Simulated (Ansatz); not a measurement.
Structure: an 8-atom cell of CuI (F-43m) from a materials database, at its r2SCAN minimum. It is cubic, F-43m (No. 216); a = 6.024 Å in the conventional setting, 27.32 Å³ an atom. Cu has 4 I at 2.61 Å; I has 4 Cu at 2.61 Å. The runs used a cell of 8 atoms, 4 times the primitive one, so meshes, points and the kind of gap refer to a folded zone.

```cif
data_structure
_symmetry_space_group_name_H-M 'P 1'
_symmetry_Int_Tables_number 1
_cell_length_a 4.2602
_cell_length_b 8.5193
_cell_length_c 7.3769
_cell_angle_alpha 90.000
_cell_angle_beta 125.275
_cell_angle_gamma 90.000
_cell_volume 218.58
loop_
_atom_site_label
_atom_site_type_symbol
_atom_site_fract_x
_atom_site_fract_y
_atom_site_fract_z
_atom_site_occupancy
Cu1 Cu 0.73171 0.62501 0.26821 1
Cu2 Cu 0.73171 0.37499 0.76821 1
Cu3 Cu 0.73185 0.12499 0.26825 1
Cu4 Cu 0.73185 0.87501 0.76825 1
I1 I 0.98174 0.62499 0.01821 1
I2 I 0.98174 0.37501 0.51821 1
I3 I 0.98179 0.12500 0.01823 1
I4 I 0.98179 0.87500 0.51823 1
```

The questions ask for values computed with the plane-wave code Ansatz on this geometry. Spin-unpolarised throughout; all numbers are computed.

Given (8×4×8 mesh): With r2SCAN the gap is 1.67 eV and direct, at Γ.

Problem. Estimate the gap with PBE on 8×4×8.

Solution. PBE gives a direct gap of 1.17 eV at Γ. The gap differs by -0.49 eV from r2SCAN's.

Problem. How does the gap change from r2SCAN to HSE06 (4×2×4)?

Solution. The HSE06 gap is direct at Γ: 2.67 eV. The gap differs by +1.00 eV from r2SCAN's.

Problem. Estimate the gap with PBE0 on 4×2×4.

Solution. The PBE0 gap is direct at Γ: 3.33 eV. The gap differs by +1.67 eV from r2SCAN's.

Problem. Roughly how does the cost of the PBE0 run (4×2×4) compare with r2SCAN's (8×4×8)?

Solution. About 2.4 times as much (19 core-minutes against 8 core-minutes, on 4 threads of Arm Neoverse V2, on a shared host).

Problem. What do these levels agree on?

Solution. r2SCAN covers 33 % of the step from PBE to HSE06, while HSE06 needs about 2.3 times r2SCAN's rough cost (on a coarser mesh). Among these functionals the gap stays direct.

No spin-orbit coupling is included; it can move band edges with weight on the heavy atoms by tenths of an eV.
